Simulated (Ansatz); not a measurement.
Rb2NaScCl6:
```
CELL_PARAMETERS angstrom
      0.00000     5.18522     5.18522
      5.18522     0.00000     5.18522
      5.18522     5.18522     0.00000
ATOMIC_POSITIONS crystal
  Rb 0.75000 0.75000 0.75000
  Rb 0.25000 0.25000 0.25000
  Na 0.50000 0.50000 0.50000
  Sc 0.00000 0.00000 0.00000
  Cl 0.76075 0.23925 0.23925
  Cl 0.23925 0.76075 0.76075
  Cl 0.23925 0.76075 0.23925
  Cl 0.76075 0.23925 0.76075
  Cl 0.23925 0.23925 0.76075
  Cl 0.76075 0.76075 0.23925
```

Relaxed with r²SCAN.

**Question.** Give the Bader charges and basin volumes of the independent atoms, r²SCAN (plane waves, PAW; program Ansatz).

**Answer.** 

| atom | Bader charge (e) | Bader volume (Å³) |
|---|---|---|
| Rb1 | +0.90 | 29.9 |
| Na3 | +0.88 | 8.6 |
| Sc4 | +2.03 | 9.5 |
| Cl5 | -0.78 | 33.5 |

Space group Fm-3m. The first step of the workflow began from a Materials Project structure, measured or hypothetical; the Crystallography Open Database copy checked does not list it. Its standing as an ambient phase is unchecked. The cell was relaxed with r²SCAN under the symmetry of its start; whether a distortion lowers the energy is not shown. The run is not spin-polarised.

Potentials: the later of the program's two PAW sets.
